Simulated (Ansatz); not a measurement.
This SiGeO4 structure is the end of a relaxation. The cell was found from a structure generator's guess, not taken from experiment.

Method: DFT PBE, scalar-relativistic, plane waves, PAW in Ansatz 0.2.0. Cutoff 420 eV, Γ-centred mesh, Gaussian smearing, no spin polarisation.

```
Si Ge O
1.0
     9.32057    0.00000    0.00000
     0.00000    9.32057    0.00000
     0.00000    0.00000    5.46120
Si Ge O
4 4 16
Direct
  0.67856 0.67856 0.00000
  0.17856 0.82144 0.50000
  0.82144 0.17856 0.50000
  0.32144 0.32144 0.00000
  0.82505 0.82505 0.50000
  0.17495 0.17495 0.50000
  0.67495 0.32505 0.00000
  0.32505 0.67495 0.00000
  0.74902 0.74902 0.75824
  0.25098 0.25098 0.24176
  0.74902 0.74902 0.24176
  0.25098 0.25098 0.75824
  0.71308 0.50770 0.00000
  0.50770 0.71308 0.00000
  0.00770 0.78692 0.50000
  0.49230 0.28692 0.00000
  0.78692 0.00770 0.50000
  0.28692 0.49230 0.00000
  0.21308 0.99230 0.50000
  0.24902 0.75098 0.25824
  0.24902 0.75098 0.74176
  0.99230 0.21308 0.50000
  0.75098 0.24902 0.25824
  0.75098 0.24902 0.74176
```

Energies over the elements count from the elements' standard structures at the same level (O₂ as a molecule), with no fitted energy shifts.

Q: What space group does it have?

A: P4_2/mnm (No. 136). Conventional cell: a = 9.321 Å, c = 5.461 Å. Around Si lie 4 O at 1.61–1.62 Å; Ge has 4 O at 1.73–1.74 Å; around O on its first site lie 1 Si at 1.61 Å and 1 Ge at 1.73 Å; around O on its second site lie 1 Si at 1.62 Å and 1 Ge at 1.74 Å.

Q: How far does it lie from the elements in energy?

A: −2.119 eV/atom. Whether it is stable depends on the other phases of the system, which aren't compared here.

Q: Is it a metal?

A: No, the gap on the 4×4×4 mesh is 4.04 eV.

Q: From what recipe could a structure generator have reached it?

A: One such recipe: 4-connected net, bridging atoms on its edges (P4_2/mnm, No. 136). Other recipes can lead to the same cell.

The last run used a 4×4×4 mesh for its 24-atom cell and Gaussian smearing of 0.02 eV. Kohn–Sham gaps at this level usually fall short of measured ones. A structure relaxed within its symmetry needn't be a true minimum.
